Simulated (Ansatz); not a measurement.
Given:

CdTe:
```
CdTe
1.0
    4.52482     0.00000     0.00000
   -2.26241     3.91861     0.00000
    0.00000     0.00000     7.42667
Cd Te
2 2
Direct
  0.33333   0.66667   0.50042
  0.66667   0.33333   0.00042
  0.66667   0.33333   0.37458
  0.33333   0.66667   0.87458
```

This is the LDA-relaxed structure. Tensor components refer to the Cartesian frame of this cell.

**Question.** All from LDA (plane waves, PAW; program Ansatz), unless another level is named. Estimate the Young's modulus.

**Answer.** 40.2 GPa.

**Question.** And the piezoelectric stress constants (proper, relaxed ions, C/m²)?

**Answer.** e15 = e24 = -0.04, e31 = e32 = -0.08, e33 = 0.06.

**Question.** What about the elastic constants (relaxed ions, GPa)?

**Answer.** C11 = 66.8, C12 = 38.2, C13 = 31.2, C33 = 78.2, C44 = 12.4.

**Question.** Predict the highest zone-centre frequency (without LO–TO term).

**Answer.** 150 cm^-1.

Space group P6_3mc (wurtzite). The workflow started from a Materials Project entry (that database holds measured and hypothetical structures alike); the Crystallography Open Database copy checked does not list it. It is not the phase usual at ambient conditions (space group No. 216). Symmetry was held in the LDA relaxation; its stability against distortions is not shown here. Signs of piezoelectric constants follow the polarity of the cell as given. Scalar-relativistic: spin–orbit coupling is off unless named, which matters more the heavier the elements.

Potentials: the earlier of the program's two PAW sets. The files were generated under PBE; for other functionals the program regenerates the frozen cores, and for LDA and PBEsol the local potential too.
